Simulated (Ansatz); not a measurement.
**Field gradients against strain in ScF3**

```
CELL_PARAMETERS angstrom
4.01245 0.00000 0.00000
0.00000 4.01245 0.00000
0.00000 0.00000 4.01245
ATOMIC_POSITIONS crystal
Sc 0.00000 0.00000 0.00000
F 0.50000 0.00000 0.00000
F 0.00000 0.50000 0.00000
F 0.00000 0.00000 0.50000
```

Atoms are numbered in the order listed.

The geometry is COD entry 4127282, unchecked; take it as a test cell.

Computed with Ansatz 0.2.0, DFT, LDA, all-electron PAW with datasets made for the crystal, scalar-relativistic.

Sampling and basis: a Γ-centred 6×6×6 k mesh, Fermi–Dirac smearing of 0.02 eV, cutoff 400 eV (chosen by the program for this cell), no spin polarisation.

The cell is scaled evenly. Fractional coordinates are held (clamped ions).

The columns are Cartesian components of the electric field gradient at the nuclei, in 10²¹ V/m².

Only quantities that a quadratic follows smoothly over the whole series are listed; rougher ones are left out.

| ln(V/Vcell) | Vzz at F2 |
| --- | --- |
| -0.0202 | -2.69 |
| -0.0101 | -2.77 |
| 0.0000 | -2.85 |
| 0.0198 | -2.99 |

Fit the series and give the gradient–strain slopes.

Least-squares fits y = p0 + p1 x + p2 x² to the rows give Vzz at F2: p1 = -7.51, p2 = 19. The slopes p1 are in 10²¹ V/m² per unit strain, for clamped ions.

One run, at ln(V/Vcell) = 0.0100, is withheld. Predict its row.

The fits give -2.92; the run gave -2.92.
